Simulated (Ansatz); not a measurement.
## What DFT gives for Pb₂Au

```
CELL_PARAMETERS angstrom
0.00000 0.00000 5.64791
3.65753 -3.65753 2.82395
3.65753 3.65753 -2.82395
ATOMIC_POSITIONS crystal
Au 0.25000 0.00000 0.00000
Au 0.75000 0.00000 0.00000
Pb 0.66700 0.50000 0.83400
Pb 0.16700 0.16600 0.50000
Pb 0.33300 0.50000 0.16600
Pb 0.83300 0.83400 0.50000
```

Method: r2SCAN, no spin polarisation; PAW, plane waves to 500 eV, 8×8×8 Γ-centred mesh, gaussian occupations (width 0.256 eV) (Ansatz 0.2.0), atoms fixed.

- Contacts: Au–Au at 2.82 Å: least valence density 0.34 e/Å³ and ELF 0.26 there. Au–Pb at 3.07 Å: least valence density 0.22 e/Å³ and ELF 0.23 there. Pb–Pb at 3.31 Å: least valence density 0.16 e/Å³ and ELF 0.26 there. These are pseudo-fields; inside the PAW spheres they differ from the all-electron ones.
- Stress: The pressure is 3.7 GPa (compression positive), so with the atoms held at these fractions the cell would first expand. The principal stresses 3.4, 3.4, 4.5 GPa differ, so its shape would change too.
- Formation energy: -0.06 eV an atom against the elements' usual phases (free molecules for gases, crystals otherwise, with no correction for O₂ or N₂), so it is bound against them; other compounds may still compete. Relaxing would lower it.
- Charges: Bader charges in e: Pb +0.29, Au -0.58. In the mean Pb gives up most and Au takes most.
- Electronic structure: It is a metal, with about 2.2 states/eV a cell as the mean within 0.25 eV of the Fermi level, mostly Pb p (74 %).

Origin: a database entry at a rescaled volume. Caveats: wide smearing.
